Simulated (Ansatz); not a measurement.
Ga:
```
Ga
1.0
   -1.40026     1.40026     2.26039
    1.40026    -1.40026     2.26039
    1.40026     1.40026    -2.26039
Ga
1
Direct
  0.00000   0.00000   0.00000
```

Relaxed with PBEsol. Special points in fractions of this cell's reciprocal vectors: Γ (0.000, 0.000, 0.000); X (0.000, 0.000, 0.500); P (0.250, 0.250, 0.250); N (0.000, 0.500, 0.000); M (0.500, 0.500, -0.500); S (0.346, 0.654, -0.346); S0 (-0.346, 0.346, 0.346); R (-0.192, 0.192, 0.500); G (0.500, 0.500, -0.192).

List the band energies nearest the Fermi level at these points for PBEsol in the plane-wave PAW code Ansatz.

In eV from the Fermi level; about four levels below and three above (degenerate sets whole), none deeper than 8.9 eV; … stands for higher levels left out; points with the same levels are listed once.

```json
[
 {"k": "Γ", "below": "–", "above": "12.87 12.91 12.91"},
 {"k": "X", "below": "-2.19 -1.25", "above": "3.96 5.00 …"},
 {"k": "P", "below": "-0.57 -0.15 -0.15", "above": "2.07 …"},
 {"k": "N", "below": "-4.97 -4.28", "above": "8.39 12.03 …"},
 {"k": "M", "below": "-4.09 -3.79", "above": "6.69 6.69 …"},
 {"k": "S", "below": "-2.94 -1.71 -1.33", "above": "8.65 …"},
 {"k": "R", "below": "-1.42 -0.54", "above": "0.24 1.27 …"}
]
```

Space group I4/mmm (body-centred tetragonal). The workflow started from a Materials Project entry (that database holds measured and hypothetical structures alike); the Crystallography Open Database copy checked does not list it. It is not the phase usual at ambient conditions (space group No. 64). The cell was relaxed with PBEsol under the symmetry of its start; its stability against distortions is not shown here. Scalar-relativistic: spin–orbit coupling is off unless named, which matters more the heavier the elements.

Potentials: the earlier of the program's two PAW sets. The files were generated under PBE; for other functionals the program regenerates the frozen cores, and for LDA and PBEsol the local potential too.
